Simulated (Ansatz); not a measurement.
Relaxed-ion elastic tensor of WO3 (ReO3 type, space group No. 221) in GPa (Voigt order), the program Ansatz at the PBEsol level (PAW); density 7.02 g/cm³, 13.71 Å³ per atom.

|  | 1 | 2 | 3 | 4 | 5 | 6 |
|---|---|---|---|---|---|---|
| 1 | 650 | 46.2 | 46.2 | 0.0 | 0.0 | 0.0 |
| 2 | 46.2 | 650 | 46.2 | 0.0 | 0.0 | 0.0 |
| 3 | 46.2 | 46.2 | 650 | 0.0 | 0.0 | 0.0 |
| 4 | 0.0 | 0.0 | 0.0 | 69.9 | 0.0 | 0.0 |
| 5 | 0.0 | 0.0 | 0.0 | 0.0 | 69.9 | 0.0 |
| 6 | 0.0 | 0.0 | 0.0 | 0.0 | 0.0 | 69.9 |

Q: Is the crystal mechanically stable?

A: Yes: the smallest eigenvalue of C is 69.9 GPa.

Q: Work out the Voigt, Reuss and Hill averages.

A: K_V = 248, K_R = 248, K_H = 248; G_V = 163, G_R = 101, G_H = 132 GPa.

Q: Give Young's modulus, Poisson's ratio, Pugh's ratio and the universal anisotropy index.

A: E = 9KG/(3K + G) = 336 GPa; ν = 0.27; K/G = 1.88 (ductile by the Pugh limit of 1.75); A_U = 5G_V/G_R + K_V/K_R − 6 = 3.06.

Q: Estimate the sound speeds and the Debye temperature.

A: v_l = √((K + 4G/3)/ρ) = 7770 m/s, v_t = √(G/ρ) = 4330 m/s, mean 4830 m/s; Θ = (h/k)(3n/4πV)^(1/3) v_m = 600 K.

Q: Give the Zener ratio and Young's modulus along [100], [110] and [111].

A: A = 2C44/(C11 − C12) = 0.23; 1/E = S11 − 2(S11 − S12 − S44/2)Γ with Γ = 0, 1/4, 1/3 gives 644, 232, 192 GPa.

Space group Pm-3m (ReO3 type). The first step of the workflow began from a Materials Project structure, measured or hypothetical; the Crystallography Open Database copy checked does not list it. COD files the formula under space group No. 2, 14, 62, 129, 130, 191. Whether it is the stable phase at ambient conditions was not checked. The cell was relaxed with PBEsol under the symmetry of its start. At this level the phase is dynamically unstable (imaginary phonons). No spin polarisation was allowed. No Hubbard U is applied. Spin–orbit coupling is left out wherever it is not named.

Potentials: the earlier of the program's two PAW sets. The files were generated under PBE; for other functionals the program regenerates the frozen cores, and for LDA and PBEsol the local potential too.
